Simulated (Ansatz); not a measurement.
The elements of this relaxed trial crystal are hidden behind letters.

```
lattice vectors (Å)
  -2.1207    2.1207   15.1109
   2.1207   -2.1207   15.1109
   2.1207    2.1207  -15.1109
fractional positions
X 0.6056 0.6056 0.0000
X 0.3944 0.3944 0.0000
X 0.0000 0.0000 0.0000
Z 0.2042 0.2042 0.0000
Z 0.7958 0.7958 0.0000
Q 0.1588 0.6588 0.5000
Q 0.7500 0.2500 0.5000
Q 0.3412 0.8412 0.5000
Q 0.9472 0.4472 0.5000
Q 0.5528 0.0528 0.5000
```

These are results of DFT PBE, scalar-relativistic, plane waves, PAW (Ansatz), not measurements. The final run on the 10-atom cell used 420 eV, a Γ-centred 12×12×12 mesh, 0.10 eV smearing and no spin polarisation.

| Property | Result |
| --- | --- |
| Space group | I-4m2 (No. 119) |
| Conventional cell | a = 4.241 Å, c = 30.222 Å |
| Volume per atom | 27.18 Å³ |
| Density | 5.24 g/cm³ |
| Energy over the elements | −0.27 eV/atom |
| Gap on the 12×12×12 mesh of the 10-atom cell | 0 eV (the bands meet within 0.015 eV) |

Energies are uncorrected and count from the elements' standard states at the same level.

Problem. X is a p-block element of period 5, Z is a p-block element of period 4 and Q is a p-block element of period 4. Which elements are they?

Solution. X = In, Z = Ga, Q = As, so the formula is In3Ga2As5. Density times volume gives a mean mass of 5.24 × 27.18/1.6605 = 85.8 u per atom, and this set has 85.9 u. In on a site of symmetry 2mm is surrounded by 4 As at 2.65–2.66 Å; around Ga lie 4 As at 2.53 Å; As on a site of symmetry 2mm is surrounded by 2 Ga at 2.53 Å and 2 In at 2.66 Å; 3 more sites not described. Other sets within the hints have nearly the same mass, so mass alone doesn't settle it; this one was computed.

The zero gap may come from the functional, which often closes small gaps. A structure relaxed within its symmetry needn't be a true minimum.
